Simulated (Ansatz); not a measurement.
Relaxed TiAl (CuAu type, space group P4/mmm):

```xyz
4
Lattice="5.6258 0.0000 0.0000 0.0000 2.8129 0.0000 0.0000 0.0000 4.0584" Properties=species:S:1:pos:R:3 pbc="T T T"
Al     1.4065     1.4065     2.0292
Al     4.2194     1.4065     2.0292
Ti     0.0000     0.0000     0.0000
Ti     2.8129     0.0000     0.0000
```

Method: r2SCAN (plane waves to 500 eV, PAW, scalar-relativistic; Ansatz, a program for electronic structure). k mesh 7×13×9 (Γ-centred), Fermi-Dirac smearing 0.05 eV. With partly filled bands, energies and forces of such displacements shift with the k mesh and the smearing. TiAl is run without spin polarisation. TiAl was relaxed with its symmetry unable to fall.

One atom of the cell was then moved (with its periodic images), all else fixed, and the forces (eV/Å) came out as:

```
atom      Fx     Fy      Fz
----  ------  -----  ------
Al1   -0.586  0.000  -0.285
Al2    1.861  0.000   1.930
Ti3   -0.403  0.000  -0.395
Ti4   -0.873  0.000  -1.250
```

Q: Which atom was moved, and by which vector (Å)?

A: Al2, by (-0.23, 0.00, -0.23), 0.33 Å in all.

(For displaced atoms, the force is minus the slope of the energy, and its curvature is a force constant, which sets phonon frequencies.)
